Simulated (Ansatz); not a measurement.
Here is the system:

HfN (rock salt)

```
HfN
1.0
    0.00000     2.26274     2.26274
    2.26274     0.00000     2.26274
    2.26274     2.26274     0.00000
N Hf
1 1
Direct
  0.00000   0.00000   0.00000
  0.50000   0.50000   0.50000
```

Equation-of-state scan: isotropic scaling of the cell above, V₀ being its volume. Symmetry pins the atoms to their sites.

The numbers are results of r2SCAN (plane waves to 500 eV, PAW, scalar-relativistic; Ansatz, an electronic-structure program), not measurements. k mesh 18×18×18 (Γ-centred), Fermi-Dirac smearing 0.05 eV. The energy includes the smearing's −TS. Compression counts positive. HfN is run without spin polarisation. HfN was relaxed with its symmetry unable to fall. Spin-orbit coupling is left out, though Hf is heavy. The zero of ΔE is the relaxed starting cell.

The scan covers V/V₀ from 0.840 to 1.160 in 11 points.

What is the fitted pressure derivative B₀′?

4.2.

What bulk modulus B₀ follows from a third-order Birch-Murnaghan fit?

281 GPa.

(Under strain, the slope of the energy per volume gives the stress and its curvature an elastic modulus.)
